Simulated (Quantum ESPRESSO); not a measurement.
## Calculated data, MgAl$_{3}$As$_{3}$S (made-up cell)

Computed with Quantum ESPRESSO 7.5. Calculation on a made-up crystal cell, not a measurement, with one named mistake planted (healthy values lack it): periodic Kohn-Sham density functional theory in plane waves with PseudoDojo standard norm-conserving scalar-relativistic pseudopotentials, each functional with its own files (v0.5 for PBE, v0.4.1 for LDA and PBEsol), no spin polarisation, no spin-orbit coupling, atoms not relaxed, stress positive in tension, energies less a fixed whole-eV offset for each atom's element; levels are Kohn-Sham levels at fractions of this cell's reciprocal vectors, counted from the reference band (half the neutral cell's valence electrons, rounded up) at Gamma; error bars cover cutoff and k-mesh only, not smearing or the files; a charged cell sits in a uniform background, with energy and stress on this program's zero of potential; each bar is the largest change over components, and at least 0.002 eV, 0.002 eV per angstrom or 0.02 GPa; energies are for the whole cell, and the offsets were chosen from early runs and are not element reference energies; a distance is the largest change of any value in units of its error bar, a scale change is of lengths, and a coarse mesh keeps the half-step shift.

Common to all runs: lattice type zincblende/diamond; intended functional pbe; intended cutoff 1143 eV; intended fermi dirac smearing 0.025 eV; intended scf tolerance 1e-07 eV; intended electrons removed 0; healthy free energy less offsets 3.814 eV; healthy smearing term minus ts 0 eV; healthy scf iterations 10; healthy pressure 1.45 GPa; healthy stress xx -1.32 GPa; healthy stress yy -2.01 GPa; healthy stress zz -1.02 GPa; healthy stress yz -2.14 GPa; healthy stress xz -0.04 GPa; healthy stress xy 0.51 GPa; healthy reference band 35; intended k mesh 4 x 4 x 4, shifted by half a step; structure shown as intended, without the mistake.

```json
{"entry": 1, "formula": "MgAl3As3S", "kind": "made-up cell", "intended_structure": {"cell_angstrom": [[5.7079, 0.0022, -0.0038], [0.0022, 5.6268, -0.0616], [-0.0038, -0.0616, 5.7413]], "atoms_fractional": [["Al", -0.00046, 0.00024, -0.01097], ["Al", 0.0085, 0.50315, 0.50357], ["Al", 0.49633, -0.00388, 0.50073], ["Mg", 0.49976, 0.50286, -0.00368], ["S", 0.24558, 0.24896, 0.25452], ["As", 0.24341, 0.75626, 0.74915], ["As", 0.74961, 0.25148, 0.74926], ["As", 0.75607, 0.75621, 0.24537]]}, "given": {"fault_kind": "low cutoff", "fault_cutoff [eV]": 705, "atom_site": [1, 2, 3, 4, 5, 6, 7, 8], "atom_energy_offset [eV]": [-64, -64, -64, -1617, -302, -2887, -2887, -2887], "healthy_force_site": [1, 2, 3, 4, 5, 6, 7, 8], "healthy_force_x [eV/angstrom]": [-0.526, -0.857, 0.288, -0.378, -0.088, 0.519, 0.584, 0.459], "healthy_force_y [eV/angstrom]": [0.312, -0.158, 0.106, -0.081, -0.28, 0.152, -0.203, 0.152], "healthy_force_z [eV/angstrom]": [0.52, -0.339, -0.091, 0.404, 0.153, -0.413, -0.716, 0.483], "healthy_level_k_point": ["Gamma", "(1/2,1/2,1/2)", "(0.15,0,0)", "(0,0.15,0)", "(0,0,0.15)"], "healthy_next_band_up [eV]": [1.026, 1.313, 1.362, 1.379, 1.381]}, "results": {"faulty_free_energy_less_offsets [eV]": 36.58, "faulty_smearing_term_minus_ts [eV]": 0.0, "faulty_scf_iterations": 10, "faulty_pressure [GPa]": -179.7, "faulty_stress_xx [GPa]": 180.0, "faulty_stress_yy [GPa]": 179.0, "faulty_stress_zz [GPa]": 180.0, "faulty_stress_yz [GPa]": -2.043, "faulty_stress_xz [GPa]": -0.0007887, "faulty_stress_xy [GPa]": 0.4977, "faulty_force_site": [1, 2, 3, 4, 5, 6, 7, 8], "faulty_force_x [eV/angstrom]": [-0.5359, -0.8633, 0.3022, -0.3568, -0.1038, 0.4857, 0.5962, 0.4758], "faulty_force_y [eV/angstrom]": [0.2929, -0.1448, 0.09146, -0.06312, -0.2977, 0.1705, -0.2235, 0.1743], "faulty_force_z [eV/angstrom]": [0.5022, -0.3225, -0.07826, 0.3842, 0.1696, -0.4237, -0.7189, 0.4874], "faulty_reference_band": 35, "faulty_level_k_point": ["Gamma", "(1/2,1/2,1/2)", "(0.15,0,0)", "(0,0.15,0)", "(0,0,0.15)"], "faulty_next_band_up [eV]": [1.041, 1.345, 1.394, 1.412, 1.411], "other_mistakes_run": 7, "distance_from_healthy [error bars]": 9067.0, "distance_from_nearest_other_mistake [error bars]": 8885.0, "healthy_error_bar_energy [eV]": 0.005537, "healthy_error_bar_stress [GPa]": 0.02, "healthy_error_bar_force [eV/angstrom]": 0.003888, "healthy_error_bar_next_band_up [eV]": 0.002}}
{"entry": 2, "formula": "MgAl3As3S", "kind": "made-up cell", "intended_structure": {"cell_angstrom": [[5.7079, 0.0022, -0.0038], [0.0022, 5.6268, -0.0616], [-0.0038, -0.0616, 5.7413]], "atoms_fractional": [["Al", -0.00046, 0.00024, -0.01097], ["Al", 0.0085, 0.50315, 0.50357], ["Al", 0.49633, -0.00388, 0.50073], ["Mg", 0.49976, 0.50286, -0.00368], ["S", 0.24558, 0.24896, 0.25452], ["As", 0.24341, 0.75626, 0.74915], ["As", 0.74961, 0.25148, 0.74926], ["As", 0.75607, 0.75621, 0.24537]]}, "given": {"fault_kind": "wide smearing", "fault_smearing [eV]": 0.7, "atom_site": [1, 2, 3, 4, 5, 6, 7, 8], "atom_energy_offset [eV]": [-64, -64, -64, -1617, -302, -2887, -2887, -2887], "healthy_force_site": [1, 2, 3, 4, 5, 6, 7, 8], "healthy_force_x [eV/angstrom]": [-0.526, -0.857, 0.288, -0.378, -0.088, 0.519, 0.584, 0.459], "healthy_force_y [eV/angstrom]": [0.312, -0.158, 0.106, -0.081, -0.28, 0.152, -0.203, 0.152], "healthy_force_z [eV/angstrom]": [0.52, -0.339, -0.091, 0.404, 0.153, -0.413, -0.716, 0.483], "healthy_level_k_point": ["Gamma", "(1/2,1/2,1/2)", "(0.15,0,0)", "(0,0.15,0)", "(0,0,0.15)"], "healthy_next_band_up [eV]": [1.026, 1.313, 1.362, 1.379, 1.381]}, "results": {"faulty_free_energy_less_offsets [eV]": 2.901, "faulty_smearing_term_minus_ts [eV]": -3.072, "faulty_scf_iterations": 10, "faulty_pressure [GPa]": 2.617, "faulty_stress_xx [GPa]": -2.642, "faulty_stress_yy [GPa]": -2.95, "faulty_stress_zz [GPa]": -2.26, "faulty_stress_yz [GPa]": -1.921, "faulty_stress_xz [GPa]": 0.07907, "faulty_stress_xy [GPa]": 0.4866, "faulty_force_site": [1, 2, 3, 4, 5, 6, 7, 8], "faulty_force_x [eV/angstrom]": [-0.2578, -0.5745, 0.008858, -0.596, -0.1121, 0.4078, 0.6085, 0.5152], "faulty_force_y [eV/angstrom]": [0.464, -0.3105, 0.2413, -0.2093, -0.2846, 0.1832, -0.292, 0.2078], "faulty_force_z [eV/angstrom]": [0.6164, -0.4588, -0.2205, 0.5015, 0.1454, -0.4091, -0.7357, 0.5609], "faulty_fermi_level [eV]": 0.9951, "faulty_reference_band": 35, "faulty_level_k_point": ["Gamma", "(1/2,1/2,1/2)", "(0.15,0,0)", "(0,0.15,0)", "(0,0,0.15)"], "faulty_next_band_up [eV]": [1.183, 1.492, 1.506, 1.523, 1.527], "other_mistakes_run": 7, "distance_from_healthy [error bars]": 554.9, "distance_from_nearest_other_mistake [error bars]": 554.9, "healthy_error_bar_energy [eV]": 0.005537, "healthy_error_bar_stress [GPa]": 0.02, "healthy_error_bar_force [eV/angstrom]": 0.003888, "healthy_error_bar_next_band_up [eV]": 0.002}}
```
